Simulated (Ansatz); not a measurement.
Consider the following.

TiO2 (rutile)

```yaml
crystal:
  lattice:
    - [4.64343, 0.00000, 0.00000]
    - [0.00000, 4.64343, 0.00000]
    - [0.00000, 0.00000, 2.96381]
  atoms:
    - { symbol: Ti, position: [0.00000, 0.00000, 0.00000] }
    - { symbol: Ti, position: [0.50000, 0.50000, 0.50000] }
    - { symbol: O, position: [0.30513, 0.30513, 0.00000] }
    - { symbol: O, position: [0.80513, 0.19487, 0.50000] }
    - { symbol: O, position: [0.19487, 0.80513, 0.50000] }
    - { symbol: O, position: [0.69487, 0.69487, 0.00000] }
```

In each cell atom 1 (Ti, nearest neighbour O at 1.958 Å; its periodic images, 3.0 Å or more away, move with it) moves by s·(0.707, 0.707, 0.000) (along Cartesian [110]), the rest being held.

Computed with PBE (plane waves to 420 eV, PAW, scalar-relativistic; Ansatz, a program for electronic structure). k mesh 6×6×9 (Γ-centred), Fermi-Dirac smearing 0.05 eV. The energy includes the smearing's −TS. Left out: 4 of 11 points, with atoms too close for the PAW data. TiO2 is run without spin polarisation. TiO2 was relaxed with its symmetry unable to fall. ΔE is measured from the undisplaced structure.

The scan covers s from -0.234 to 0.234 Å in 7 points.

Task: Is this a single well or a double well?

Result: A single well with its minimum at or next to zero displacement.

Task: Is the energy the same for equal positive and negative displacements?

Result: Even: the same for both signs. With its periodic images moving along, the atom's site symmetry in this cell is mmm.

Task: What force acts on the atom along the line at s = -0.234 Å?

Result: 3.45 eV/Å.

Task: What is the energy change at s = 0.234 Å?

Result: 327 meV/cell.

Task: What is the force constant k = d²E/ds² of this move at s = 0?

Result: 9.14 eV/Å².

(For displaced atoms, the force is minus the slope of the energy, and its curvature is a force constant, which sets phonon frequencies.)
